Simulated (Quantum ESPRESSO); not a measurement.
Si2BPC4, input and log of a self-consistent run

Computed values, not a measurement. The program is pw.x of Quantum ESPRESSO 7.5 (plane-wave density functional theory). The cell is made up: 8 atoms on a zincblende/diamond lattice, with randomly drawn elements, strain and displacements, not relaxed. PseudoDojo standard norm-conserving files (v0.5 for PBE, v0.4.1 for LDA and PBEsol) set the functional; there is no spin polarisation, spin-orbit coupling or dispersion term, and the masses in the input are unused placeholders.

Input:

```
&control calculation='scf', pseudo_dir='./dojo.nc.sr.pbe.v0_5.standard.upf', outdir='./o', disk_io='medium', tprnfor=.true., tstress=.true. /
&system ibrav=0, nat=8, ntyp=4, nbnd=22, ecutwfc=82.02448710, nosym=.true., tot_charge=0,
 occupations='smearing', smearing='fd', degauss=0.0018374661
/
&electrons conv_thr=7.350e-09, electron_maxstep=60, /
ATOMIC_SPECIES
B 1.0 B.upf
C 1.0 C.upf
P 1.0 P.upf
Si 1.0 Si.upf
CELL_PARAMETERS angstrom
4.3894 -0.047 0.0
-0.047 4.3894 0.0
0.0 0.0 4.3894
ATOMIC_POSITIONS angstrom
Si -0.0498 0.03 -0.02
Si -0.0407 2.2104 2.1816
B 2.17 0.0473 2.2284
P 2.1292 2.2237 0.0436
C 1.0835 1.1179 1.1748
C 1.0585 3.2918 3.2634
C 3.2823 1.0197 3.2469
C 3.2335 3.2353 1.1135
K_POINTS automatic
4 4 4 1 1 1
```

The log is shortened where brackets say so; the opening notice, blank lines, dates and the lines on written files are dropped, and the path of the files is cut. It prints rydbergs, bohrs and kilobars, and counts compression as positive stress.

```
     Program PWSCF v.7.5
     Parallel version (MPI & OpenMP), running on       1 processor cores
     Number of MPI processes:                 1
     Threads/MPI process:                     1
     [start-up lines left out]
     bravais-lattice index     =            0
     lattice parameter (alat)  =       8.2952  a.u.
     unit-cell volume          =     570.6401 (a.u.)^3
     number of atoms/cell      =            8
     number of atomic types    =            4
     number of electrons       =        32.00
     number of Kohn-Sham states=           22
     kinetic-energy cutoff     =      82.0245  Ry
     charge density cutoff     =     328.0979  Ry
     scf convergence threshold =      7.3E-09
     mixing beta               =       0.7000
     number of iterations used =            8  plain     mixing
     Exchange-correlation= PBE
                           (   1   4   3   4   0   0   0)
     [axes and pseudopotential details left out]
   Cartesian axes
     site n.     atom                  positions (alat units)
         1        Si     tau(   1) = (  -0.0113449   0.0068343  -0.0045562  )
         2        Si     tau(   2) = (  -0.0092718   0.5035479   0.4969870  )
         3        B      tau(   3) = (   0.4943445   0.0107753   0.5076485  )
         4        P      tau(   4) = (   0.4850499   0.5065778   0.0099325  )
         5        C      tau(   5) = (   0.2468305   0.2546671   0.2676294  )
         6        C      tau(   6) = (   0.2411353   0.7499001   0.7434303  )
         7        C      tau(   7) = (   0.7477359   0.2322963   0.7396715  )
         8        C      tau(   8) = (   0.7366188   0.7370289   0.2536648  )
     number of k points=    32  Fermi-Dirac smearing, width (Ry)=  0.0018
                       cart. coord. in units 2pi/alat
        k(    1) = (   0.1263602   0.1263602   0.1250072), wk =   0.0625000
        k(    2) = (   0.1263602   0.1263602   0.3750215), wk =   0.0625000
     [further k points left out]
     Dense  grid:    57217 G-vectors     FFT dimensions: (  48,  48,  48)
     Estimated max dynamical RAM per process >      64.84 MB
     Initial potential from superposition of free atoms
     starting charge      31.9982, renormalised to      32.0000
     Starting wfcs are   32 randomized atomic wfcs
     total cpu time spent up to now is        3.4 secs
     per-process dynamical memory:    49.5 Mb
     Self-consistent Calculation
     iteration #  1     ecut=    82.02 Ry     beta= 0.70
     Davidson diagonalization with overlap
     ethr =  1.00E-02,  avg # of iterations =  3.0
     total cpu time spent up to now is        9.6 secs
     total energy              =     -84.29956438 Ry
     estimated scf accuracy    <       1.28682451 Ry
     iteration #  2     ecut=    82.02 Ry     beta= 0.70
     Davidson diagonalization with overlap
     ethr =  4.02E-03,  avg # of iterations =  2.0
     total cpu time spent up to now is       15.3 secs
     total energy              =     -84.67172185 Ry
     estimated scf accuracy    <       0.65010124 Ry
     iteration #  3     ecut=    82.02 Ry     beta= 0.70
     Davidson diagonalization with overlap
     ethr =  2.03E-03,  avg # of iterations =  2.0
     total cpu time spent up to now is       19.2 secs
     total energy              =     -84.76818523 Ry
     estimated scf accuracy    <       0.02409039 Ry
     iteration #  4     ecut=    82.02 Ry     beta= 0.70
     Davidson diagonalization with overlap
     ethr =  7.53E-05,  avg # of iterations =  8.9
     total cpu time spent up to now is       26.0 secs
     total energy              =     -84.78073594 Ry
     estimated scf accuracy    <       0.00638553 Ry
     iteration #  5     ecut=    82.02 Ry     beta= 0.70
     Davidson diagonalization with overlap
     c_bands:  1 eigenvalues not converged
     c_bands:  1 eigenvalues not converged
     ethr =  2.00E-05,  avg # of iterations =  4.0
     total cpu time spent up to now is       31.0 secs
     total energy              =     -84.78129867 Ry
     estimated scf accuracy    <       0.00150032 Ry
     [iterations 6 to 7 left out]
     iteration #  8     ecut=    82.02 Ry     beta= 0.70
     Davidson diagonalization with overlap
     ethr =  1.19E-08,  avg # of iterations =  5.0
     total cpu time spent up to now is       50.7 secs
     total energy              =     -84.78148428 Ry
     estimated scf accuracy    <       0.00000346 Ry
     iteration #  9     ecut=    82.02 Ry     beta= 0.70
     Davidson diagonalization with overlap
     ethr =  1.08E-08,  avg # of iterations =  2.0
     total cpu time spent up to now is       54.7 secs
     total energy              =     -84.78148453 Ry
     estimated scf accuracy    <       0.00000030 Ry
     iteration # 10     ecut=    82.02 Ry     beta= 0.70
     Davidson diagonalization with overlap
     ethr =  9.48E-10,  avg # of iterations =  3.7
     total cpu time spent up to now is       61.6 secs
     total energy              =     -84.78148469 Ry
     estimated scf accuracy    <       0.00000005 Ry
     iteration # 11     ecut=    82.02 Ry     beta= 0.70
     Davidson diagonalization with overlap
     ethr =  1.71E-10,  avg # of iterations =  1.7
     total cpu time spent up to now is       65.9 secs
     total energy              =     -84.78148469 Ry
     estimated scf accuracy    <       0.00000001 Ry
     iteration # 12     ecut=    82.02 Ry     beta= 0.70
     Davidson diagonalization with overlap
     ethr =  4.02E-11,  avg # of iterations =  2.1
     total cpu time spent up to now is       70.3 secs
     End of self-consistent calculation
     [lines on levels left out]
!    total energy              =     -84.78148469 Ry
     estimated scf accuracy    <          3.9E-10 Ry
     smearing contrib. (-TS)   =      -0.00000000 Ry
     internal energy E=F+TS    =     -84.78148469 Ry
     The total energy is F=E-TS. E is the sum of the following terms:
     one-electron contribution =      19.42175693 Ry
     hartree contribution      =       9.22927848 Ry
     xc contribution           =     -29.72473875 Ry
     ewald contribution        =     -83.70778134 Ry
     convergence has been achieved in  12 iterations
     Forces acting on atoms (cartesian axes, Ry/au):
     atom    1 type  4   force =     0.03675083   -0.02655155    0.02845819
     atom    2 type  4   force =    -0.00515551   -0.00096798    0.01930618
     atom    3 type  1   force =     0.00197203   -0.02159713    0.00357902
     atom    4 type  3   force =     0.01363480   -0.02883553   -0.02395277
     atom    5 type  2   force =     0.04830915   -0.04380030   -0.03817820
     atom    6 type  2   force =     0.04624221    0.04894283    0.01704425
     atom    7 type  2   force =    -0.09253768    0.01706316   -0.00226275
     atom    8 type  2   force =    -0.04921583    0.05574648   -0.00399392
     Total force =     0.174010     Total SCF correction =     0.000015
     Computing stress (Cartesian axis) and pressure
          total   stress  (Ry/bohr**3)                   (kbar)     P=     -201.35
  -0.00138766   0.00015508  -0.00008385         -204.13       22.81      -12.33
   0.00015508  -0.00134374   0.00004190           22.81     -197.67        6.16
  -0.00008385   0.00004190  -0.00137476          -12.33        6.16     -202.23
     init_run     :      3.23s CPU      3.32s WALL (       1 calls)
     electrons    :     63.66s CPU     66.91s WALL (       1 calls)
     forces       :      0.81s CPU      0.83s WALL (       1 calls)
     stress       :      2.89s CPU      2.93s WALL (       1 calls)
     [timing details left out]
     PWSCF        :   1m10.68s CPU   1m14.17s WALL
     JOB DONE.
```

In other units: free energy -1153.511 eV for the cell, pressure -20.13 GPa, largest force component 2.379 eV/Å. A rerun of the same cell at another strain at 1347 eV and a 6 x 6 x 6 mesh moved values by no more than 0.006 eV in energy, 0.07 GPa in stress and 0.003 eV/Å in force.